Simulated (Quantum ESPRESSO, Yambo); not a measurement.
## G0W0 results for RbScMo₂O₈

```xyz
12
Lattice="5.9060 0.0000 0.0000 -2.9530 5.1147 0.0000 0.0000 0.0000 7.8040" Properties=species:S:1:pos:R:3 pbc="T T T"
O     -1.4912     4.2707     2.6366
O      4.4442     0.8440     5.1673
O      0.0000     1.6880     2.6366
O      2.9530     3.4268     5.1673
O      1.4912     4.2707     2.6366
O      1.4618     0.8440     5.1673
O      0.0000     3.4098     0.3280
O      2.9530     1.7049     7.4760
Sc     0.0000     0.0000     3.9020
Rb     0.0000     0.0000     0.0000
Mo     0.0000     3.4098     2.0761
Mo     2.9530     1.7049     5.7279
```

The geometry is that of Materials Project entry mp-1209180, symmetrised and not relaxed again.

Starting point: PBEsol (Quantum ESPRESSO, PseudoDojo norm-conserving, 84 Ry, scalar-relativistic). G0W0 in Yambo: 3×3×2 Γ-centred k mesh, bands 4 to 260 and a 6 Ry block in the screening, 260 bands in G with the Bruneval-Gonze terminator, plasmon pole fitted at 27.2 eV.

```json
{
 "PBEsol gap along the band path": "3.45 eV",
 "PBEsol gap between the mesh's edge points (Γ → Γ)": "3.45 eV",
 "G0W0 gap between the same points": "5.96 eV"
}
```

| k point | band | E PBEsol (eV) | E QP (eV) | shift (eV) | Z |
|---|---|---|---|---|---|
| Γ | VB | 0.00 | -0.76 | -0.76 | 0.77 |
| Γ | CB | 3.45 | 5.20 | 1.75 | 0.81 |
| A | VB | 0.00 | -0.76 | -0.76 | 0.77 |
| A | CB | 3.53 | 5.30 | 1.77 | 0.81 |
| K | VB | -0.22 | -1.05 | -0.83 | 0.77 |
| K | CB | 3.87 | 5.65 | 1.77 | 0.80 |
| H | VB | -0.24 | -1.08 | -0.84 | 0.77 |
| H | CB | 3.97 | 5.77 | 1.80 | 0.80 |

Energies count from the PBEsol valence-band maximum.

Nearest settings tried, and what they do to the gap: 110 bands in W, 110 bands in G: +151 meV; 5 Ry block (305 vectors against 437): -2 meV. Not varied: mesh. So the settings aren't converged at that level.

Spin-orbit splittings are left out.

The structure is a Materials Project entry; no match was found in the copy of COD used, and its stability was not checked.
